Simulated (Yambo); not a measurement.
# LiC: lowest vertical excitons

```xyz
4
Lattice="-1.7870 2.4034 2.6519 1.7870 -2.4034 2.6519 1.7870 2.4034 -2.6519" Properties=species:S:1:pos:R:3 pbc="T T T"
Li     0.0000     2.4034     1.2652
Li     1.7870     0.0000     1.3867
C      0.0000     4.1773     0.0000
C      0.0000     0.6295     0.0000
```

Cell and atoms were relaxed with PBEsol from Materials Project entry mp-1378, within its symmetry.

BSE in Yambo on norm-conserving PBEsol (Quantum ESPRESSO, 82 Ry, without SOC) bands: 8×8×8 mesh, 4 valence and 4 conduction bands, static screening with 24 bands and a 4 Ry block, scissor 2.34 eV, Tamm-Dancoff; field along x.

```json
[
 {"state": "1", "energy (eV)": "4.79", "states within 2 meV": "1", "relative strength": "< 0.01", "class": "dark", "main transitions": "VB → CB (93 %)"},
 {"state": "2", "energy (eV)": "5.05", "states within 2 meV": "1", "relative strength": "< 0.01", "class": "dark", "main transitions": "several band pairs"},
 {"state": "3", "energy (eV)": "5.31", "states within 2 meV": "1", "relative strength": "< 0.01", "class": "dark", "main transitions": "VB → CB (99 %)"},
 {"state": "4", "energy (eV)": "5.32", "states within 2 meV": "1", "relative strength": "< 0.01", "class": "dark", "main transitions": "VB−1 → CB (63 %)"},
 {"state": "5", "energy (eV)": "5.42", "states within 2 meV": "1", "relative strength": "< 0.01", "class": "dark", "main transitions": "VB → CB (99 %)"},
 {"state": "6", "energy (eV)": "5.44", "states within 2 meV": "1", "relative strength": "< 0.01", "class": "dark", "main transitions": "several band pairs"},
 {"state": "7", "energy (eV)": "5.45", "states within 2 meV": "1", "relative strength": "< 0.01", "class": "dark", "main transitions": "VB → CB (76 %)"},
 {"state": "8", "energy (eV)": "5.48", "states within 2 meV": "1", "relative strength": "< 0.01", "class": "dark", "main transitions": "VB → CB (71 %)"}
]
```

These are vertical excitations (zero momentum); the indirect quasiparticle gap, about 5.35 eV, is smaller than the direct one (5.76 eV on the GW mesh). The direct quasiparticle gap on this mesh is 5.76 eV; counted from there, state 1 is bound by 0.97 eV. Convergence with the mesh was not shown.

Spin singlets only. Strengths are relative to the strongest of the lowest states of this run; strong means a line over 3 % of the spectrum's maximum, dark under 0.03 %. Absolute energies carry the error of the G0W0 scissor, whose convergence isn't established; the long-wavelength screening was taken along (1,1,1) although the crystal is anisotropic.
